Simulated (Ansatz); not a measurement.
Electric field gradients in Sn2P2SO12

The cell is a computed structure from the Materials Project (it need not be an observed phase), taken as it stands.

```
Sn P S O
1.0
     7.59804   -4.37189    0.00000
     7.59804    4.37189    0.00000
    -5.02700    0.00000    7.55112
Sn P S O
4 4 2 24
Direct
  0.14509 0.64638 0.93771
  0.64638 0.14509 0.43771
  0.84396 0.36053 0.06242
  0.36053 0.84396 0.56242
  0.53923 0.45843 0.24901
  0.96044 0.74962 0.25028
  0.74962 0.96044 0.75028
  0.45843 0.53923 0.74901
  0.24873 0.04201 0.25048
  0.04201 0.24873 0.75048
  0.36835 0.48513 0.08359
  0.23137 0.87805 0.09121
  0.98557 0.73005 0.08384
  0.73005 0.98557 0.58384
  0.87805 0.23137 0.59121
  0.48513 0.36835 0.58359
  0.63006 0.51625 0.91379
  0.77271 0.13047 0.91629
  0.01837 0.26825 0.91047
  0.26825 0.01837 0.41047
  0.13047 0.77271 0.41629
  0.51625 0.63006 0.41379
  0.28456 0.56678 0.77492
  0.92201 0.78534 0.77450
  0.06507 0.41399 0.77058
  0.41399 0.06507 0.27058
  0.78534 0.92201 0.27450
  0.56678 0.28456 0.27492
  0.71526 0.43226 0.22855
  0.08469 0.20941 0.22732
  0.93594 0.57566 0.22504
  0.57566 0.93594 0.72504
  0.20941 0.08469 0.72732
  0.43226 0.71526 0.72855
```

Atom numbers follow the list; atoms alike are taken as one site, whose name carries the number of the first.

Computed with Ansatz: DFT, r2SCAN, plane waves and PAW, scalar-relativistic, 500 eV cutoff, Γ-centred 3×3×3 k-points, Fermi–Dirac smearing 0.02 eV.

Conventions: |V_zz| ≥ |V_yy| ≥ |V_xx|, η = (V_xx − V_yy)/V_zz, C_Q = eQV_zz/h.

³³S: I = 3/2, Q = -69.40 mb; ¹⁷O: I = 5/2, Q = -25.58 mb. Nuclear quadrupole moments: year-2017 set (Pyykkö).

**Question.** Which values are expected at the nuclei?

**Answer.** 

```
site  atoms (order as listed)                                first shell  V_zz (10²¹ V/m²)     η  C_Q (MHz)
 Sn1                     1, 2                         6 O at 2.01–2.11 Å             14.67  0.09          –
 Sn3                     3, 4                         6 O at 1.99–2.15 Å             -5.49  0.57          –
  P5                     5, 8                         4 O at 1.53–1.54 Å              0.98  0.33          –
  P6                     6, 7                         4 O at 1.54–1.55 Å              1.25  0.39          –
   S                    9, 10                         4 O at 1.47–1.48 Å              1.38  0.36      -2.32
 O11                   11, 16  1 P at 1.54 Å, 1 Sn at 2.03 Å, angle 152°             13.16  0.17      -8.14
 O12                   12, 15  1 S at 1.48 Å, 1 Sn at 2.11 Å, angle 152°             16.05  0.12      -9.93
 O13                   13, 14  1 P at 1.55 Å, 1 Sn at 2.02 Å, angle 152°             13.27  0.13      -8.21
 O17                   17, 22  1 P at 1.54 Å, 1 Sn at 1.99 Å, angle 151°             12.77  0.14      -7.90
 O18                   18, 21  1 P at 1.54 Å, 1 Sn at 2.03 Å, angle 154°             13.40  0.15      -8.29
 O19                   19, 20  1 S at 1.48 Å, 1 Sn at 2.15 Å, angle 151°             16.18  0.12      -10.0
 O23                   23, 28  1 P at 1.54 Å, 1 Sn at 2.01 Å, angle 150°             13.42  0.21      -8.30
 O24                   24, 27  1 P at 1.54 Å, 1 Sn at 2.01 Å, angle 149°             13.47  0.19      -8.33
 O25                   25, 26  1 S at 1.48 Å, 1 Sn at 2.09 Å, angle 149°             16.15  0.16      -9.99
 O29                   29, 34  1 P at 1.53 Å, 1 Sn at 1.99 Å, angle 147°             12.95  0.24      -8.01
 O30                   30, 33  1 S at 1.47 Å, 1 Sn at 2.12 Å, angle 151°             15.99  0.15      -9.89
 O31                   31, 32  1 P at 1.54 Å, 1 Sn at 2.02 Å, angle 149°             13.68  0.19      -8.46
```

At O11, O13, O17, O18, O23 and O24 and others V_zz runs parallel to the line that joins its two neighbours (within 5°) in each case. At O12, O19, O25 and O30 V_zz points along the shorter of its two bonds, to S (within 7°) in each case.

Sn, P have no stable isotope with a ground-state quadrupole moment in the table, so no C_Q is given.

At this cell the principal stresses reach 5 GPa in size with r2SCAN, which can matter for small gradients. The largest force is 0.4 eV/Å, so the atoms aren't at the calculated equilibrium and relaxing them would move these values. Without spin–orbit coupling (the program notes it for Sn) the gradients are little affected as a rule: paired runs on crystals with a gap mostly move them by under 2 % at such atoms. With these PAW files V_zz is typically within 2 to 3 % of all-electron values, but misses above 10 % occur on Sn.

The run took 5.2 min of wall time (5.2 min of CPU time) and 2.1 GiB at its peak, on 1 thread of Arm Neoverse V1 (aarch64; 8 cores open to the job, memory cap 2.5 GiB, no GPU), a shared host with a load of 0.5 a core.
